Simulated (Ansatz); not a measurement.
# Cs$_{2}$NiHgCl$_{6}$, a known structure type with other elements, at an estimated volume

```yaml
crystal:
  lattice:
    - [0.00000, 7.33421, 0.00000]
    - [7.33421, 0.00000, 0.00000]
    - [3.66711, 3.66711, -5.36546]
  atoms:
    - { symbol: Ni, position: [0.00000, 0.00000, 0.00000] }
    - { symbol: Hg, position: [0.50000, 0.50000, 0.00000] }
    - { symbol: Cl, position: [0.28800, 0.28800, 0.42400] }
    - { symbol: Cl, position: [0.71200, 0.71200, 0.57600] }
    - { symbol: Cs, position: [0.75000, 0.25000, 0.50000] }
    - { symbol: Cs, position: [0.25000, 0.75000, 0.50000] }
    - { symbol: Cl, position: [0.21800, 0.21800, 0.00000] }
    - { symbol: Cl, position: [0.21800, 0.78200, 0.00000] }
    - { symbol: Cl, position: [0.78200, 0.78200, 0.00000] }
    - { symbol: Cl, position: [0.78200, 0.21800, 0.00000] }
```

Method: PBE, no spin polarisation; PAW, plane waves to 420 eV, 6×6×6 Γ-centred mesh, fermi-dirac occupations (width 0.1 eV) (Ansatz 0.2.0), atoms fixed.

Charges: Bader charges in e: Cs +0.87, Ni +0.80, Hg +0.81, Cl -0.60 to -0.49. In the mean Cs gives up most and Cl takes most.
Electronic structure: The gap is 0.48 eV, indirect (the least direct gap found is 0.52 eV). A semilocal functional usually gives too small a gap.
Forces: The largest is on Cl3 (and as large on other atoms): 1.16 eV/Å, components (0.00, 0.00, -1.16). It makes 180° with the line to a nearest neighbour, Hg2 at 2.27 Å, pointing away from it.
Contacts: Ni–Cl at 2.26 Å: least valence density 0.50 e/Å³ and ELF 0.22 there. Hg–Cl at 2.27 Å: least valence density 0.76 e/Å³ and ELF 0.34 there. Cs–Cl at 3.69 Å: least valence density 0.05 e/Å³ and ELF 0.03 there, a closed-shell (ionic or weak) contact. Both are smooth PAW fields, read partly inside the augmentation spheres.
Stress: The pressure is 1.5 GPa (compression positive), so with the atoms held at these fractions the cell would first expand; the forces are large, so a full relaxation may end otherwise. The principal stresses 0.5, 0.5, 3.3 GPa differ, so its shape would change too.

Origin: a known structure type with other elements, at an estimated volume, so it need not be a known compound. Caveats: no spin polarisation, so a magnetic state may lie lower; no spin-orbit coupling, which can shift this gap by tenths of an eV.
